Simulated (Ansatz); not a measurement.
Trial structures of Cd₂BiO₂: starts and ends

Theory: DFT PBE, scalar-relativistic, plane waves, PAW (Ansatz). Settings: cutoff 420 eV, Γ-centred meshes spaced at most about 0.3 Å⁻¹, and about 0.25 Å⁻¹ or finer for metals (2π included), Gaussian smearing. No spin polarisation in the final relaxations.

Each guess was relaxed in cell and atoms at zero pressure, within the symmetry of its start. All energies are static (0 K, no zero-point motion). Coordination counts O atoms around Bi and Cd (those within 1.25 times the shortest such distance or 1.15 times the sum of covalent radii, 1.27 where that leaves under three; the shortest distance is added where it exceeds 1.18 times the sum of covalent radii).

| guess | made from | start group | V start (Å³/atom) | end group | V end (Å³/atom) | coordination at the end | gap on mesh (eV) | E over the lowest end (meV/atom) |
| --- | --- | --- | --- | --- | --- | --- | --- | --- |
| 1 | random cell | P6mm | 22.9 | P6mm | 27.7 | Cd 3 from 2.6 Å, Bi 1 | 0 | 515 |
| 2 | random cell | P6/mmm | 20.3 | ? | ? | ? | ? | ? |
| 3 | random cell | P4mm | 21.1 | P4/mmm | 21.6 | Cd 2, Bi 4 | 0 | 0 |
| 4 | Sr2ZnAs2 type | P-6m2 | 22.5 | P-6m2 | 21.8 | Cd 6 from 3.0 Å, Bi 6 from 3.0 Å | 0 | 923 |

Guess 2 as it starts:

```cif
data_structure
_symmetry_space_group_name_H-M 'P6/mmm'
_symmetry_Int_Tables_number 191
_cell_length_a 4.8701
_cell_length_b 4.8701
_cell_length_c 4.9507
_cell_angle_alpha 90.000
_cell_angle_beta 90.000
_cell_angle_gamma 120.000
_cell_volume 101.69
loop_
_atom_site_label
_atom_site_type_symbol
_atom_site_symmetry_multiplicity
_atom_site_Wyckoff_symbol
_atom_site_fract_x
_atom_site_fract_y
_atom_site_fract_z
_atom_site_occupancy
Cd1 Cd 2 d 0.33333 0.66667 0.50000 1
Bi1 Bi 1 a 0.00000 0.00000 0.00000 1
O1 O 2 e 0.00000 0.00000 0.67791 1
```

**Question.** Predict the end of this guess and its energy over the lowest end.

**Answer.** It ends in space group P6/mmm (No. 191), with a = 4.375 Å, c = 7.183 Å, 23.8 Å³/atom and no gap. It lies 0.53 eV/atom over the lowest end, above guess 1 and below guess 4. Counting O atoms around Bi and Cd, this end has Cd 6 from 2.9 Å, Bi 2 and the lowest (guess 3) has Cd 2, Bi 4.

```
CELL_PARAMETERS angstrom
4.37521 0.00000 0.00000
-2.18761 3.78905 0.00000
0.00000 0.00000 7.18254
ATOMIC_POSITIONS crystal
Cd 0.33333 0.66667 0.50000
Cd 0.66667 0.33333 0.50000
Bi 0.00000 0.00000 0.00000
O 0.00000 0.00000 0.68479
O 0.00000 0.00000 0.31521
```

Energies over the elements count from the elements' standard structures at the same level (O₂ as a molecule), with no fitted energy shifts.

**Question.** Is the lowest end bound against the elements?

**Answer.** Yes: its formation energy is −0.38 eV/atom. A negative formation energy is needed for stability but isn't enough: competing phases decide.

No dispersion correction is applied, so the spacing and binding between layers, chains or molecules are poorly described (P6mm), and this can change margins and order among such cells. These runs have no spin–orbit coupling, which can matter for Bi. In P4/mmm, P6mm, P6/mmm, P-6m2 an odd number of electrons in the primitive cell allows no gap without spin; a larger cell or a magnetic state could open one. A magnetic state wasn't ruled out in cells without spin, among them P6/mmm, P-6m2. Cells relaxed within their symmetry can be saddle points. A lower structure may well exist outside this small set. Some types were kept out of the candidates beforehand, so the set may lack a known form.
